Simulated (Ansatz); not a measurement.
Si2W (fluorite or antifluorite type, Fm-3m) under volume change, r²SCAN (plane waves, PAW; program Ansatz), scaled uniformly.

```
V (Å³/atom)  E − E(relaxed) (meV/atom)  P (GPa)
-----------  -------------------------  -------
15.207                            73.6    17.07
15.708                            30.8    10.48
16.210                             7.2     4.75
16.711                             0.0     0.00
17.212                             6.2    -3.97
17.714                            24.0    -7.33
18.215                            52.0   -10.40
```

Question: What does a third-order Birch–Murnaghan fit give for V₀, B₀ and B′?

Answer: V₀ = 16.72 Å³/atom, B₀ = 146 GPa, B′ = 4.5.

The cell is a constructed one: a structure type filled with these elements; neither database checked (COD, Materials Project) lists it. It is not the phase usual at ambient conditions (space group No. 139). The r²SCAN relaxation kept the symmetry of its start. At this level the phase is mechanically unstable. No spin polarisation was allowed. Spin–orbit coupling is left out wherever it is not named.

Potentials: the later of the program's two PAW sets.
